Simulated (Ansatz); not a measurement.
Consider the following.

Os (fcc (Cu type), Fm-3m), a = b = c = 3.820 Å, α = β = γ = 90.00°; the cell used has 1 atom.

This is the PBEsol-relaxed structure.

Q: All from plane-wave PAW PBEsol (Ansatz code), unless another level is named. Predict the vibrational entropy at 300 K.

A: 35.2 J/(K·mol of atoms).

Q: Give the Debye temperature from the elastic constants.

A: 465 K.

Q: Predict the zero-point energy.

A: 26.6 meV/atom.

The workflow started from an entry of the Crystallography Open Database (COD), which files this formula under 2 space groups. It is not the phase usual at ambient conditions (space group No. 194). The PBEsol relaxation kept the symmetry of its start; whether a distortion lowers the energy is not shown. The run is not spin-polarised. As this level gives no gap, shear constants depend on the k-mesh and smearing (Fermi–Dirac, 0.1 eV here). Scalar-relativistic: spin–orbit coupling is off unless named, which matters more the heavier the elements.

Potentials: the earlier of the program's two PAW sets. The files were generated under PBE; for other functionals the program regenerates the frozen cores, and for LDA and PBEsol the local potential too.
